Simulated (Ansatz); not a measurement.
Single point in Ansatz 0.2.0 with r2SCAN, no spin polarisation. Cutoff 500 eV, PAW datasets, 6×6×6 Γ-centred k mesh, fermi-dirac filling (width 0.1 eV).

Computed maps in the lattice plane spanned by a (left to right, 6.32 Å, 19 points from zero) and b (bottom to top, 6.32 Å, 19 points from zero), 60° apart, at height 0.660 along c. The fields are smooth PAW ones with compensation charges, not the true ones near nuclei.

Valence density. Digits on a logarithmic scale: 0 up to 0.03 e/Å³, each further digit a factor of 1.6, 9 from 1.3 e/Å³ up:
```
4568886544567766543
2346666544578987643
2234455544579999753
2122344455579999974
3222344554567999985
4223456655446899986
4323567876544678876
4223579998653456665
3223579999864334444
2112469999975322233
2211357999986421122
3322235799986432223
5554223567776532234
7776432345565543345
8998643223345555456
8999864211234566556
8999985322234566656
7999996432334556655
5799997533455555544
```

ELF. Ten even steps from '0' (0.03) to '9' (0.87):
```
2688876301688874210
0267764211588887510
0013332111478547851
1000000111267313785
3001111111147622798
6003565432115776899
7104888775201589999
7104998668730168999
4003998426873014777
0001799612787200121
0000389943688400000
3320038987787410012
8886103788776300026
8999720145554310037
8899971001123453137
8647996100002577436
8611687300001478635
7841377400221257634
5886676401566434421
```

The cell is KSe$_{3}$Cl. Which atoms lie within 0.2 Å of this plane, and where (fractions of a and b)?

Se at (0.75, 0.77), Se at (0.14, 0.09), Se at (0.43, 0.48). The whole cell:
```
CELL_PARAMETERS angstrom
2.48455 -5.80669 0.00000
2.48455 -2.37180 -5.30021
5.54318 5.80669 0.00000
ATOMIC_POSITIONS crystal
K 0.71200 0.64400 0.06800
K 0.28800 0.35600 0.93200
Cl 0.32200 0.83900 0.48300
Cl 0.67800 0.16100 0.51700
Se 0.75000 0.77000 0.66000
Se 0.14000 0.09000 0.66000
Se 0.43000 0.48000 0.66000
Se 0.25000 0.23000 0.34000
Se 0.86000 0.91000 0.34000
Se 0.57000 0.52000 0.34000
```

Origin: a known structure type with other elements, at an estimated volume, so it need not be a known compound. Caveats: atoms or cell far from equilibrium.
